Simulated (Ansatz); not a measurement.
A distorted cell of Au (fcc, Cu type):

```xyz
4
Lattice="4.1573 0.0000 0.0000 0.0000 4.1573 0.0000 0.0000 0.0000 4.1573" Properties=species:S:1:pos:R:3 pbc="T T T"
Au     0.0000     0.0000     0.0000
Au     2.0786     2.0786     0.0000
Au     1.8736    -0.2051     2.0786
Au     0.0000     2.0786     2.0786
```

These are PBE (plane waves to 420 eV, PAW, scalar-relativistic; Ansatz, a first-principles code) values and carry that method's errors. k mesh 9×9×9 (Γ-centred), Fermi-Dirac smearing 0.05 eV. Energies are smeared free energies. Compression counts positive. With partly filled bands, energies and forces of such displacements shift with the k mesh and the smearing. Au was relaxed with its symmetry unable to fall. Spin-orbit coupling is left out, though Au is heavy. The PAW data are Ansatz's earlier set.

### Question
Predict the force on every atom, in eV/Å.

### Answer
```csv
atom,Fx,Fy,Fz
Au1,-0.654,0.250,0.000
Au2,0.250,-0.654,0.000
Au3,1.321,1.321,0.000
Au4,-0.917,-0.917,0.000
```

### Question
Give the stress tensor in GPa and the pressure.

### Answer
```
    3.1      1.5      0.0
    1.5      3.1      0.0
    0.0      0.0      2.7
```
The pressure, a third of the trace, is 3.0 GPa.

### Question
In it atom 3 sits (-0.205, -0.205, 0.000) Å away from its relaxed site. What is its energy relative to the relaxed cell?

### Answer
247 meV/cell.

(For displaced atoms, the force is minus the slope of the energy, and its curvature is a force constant, which sets phonon frequencies.)
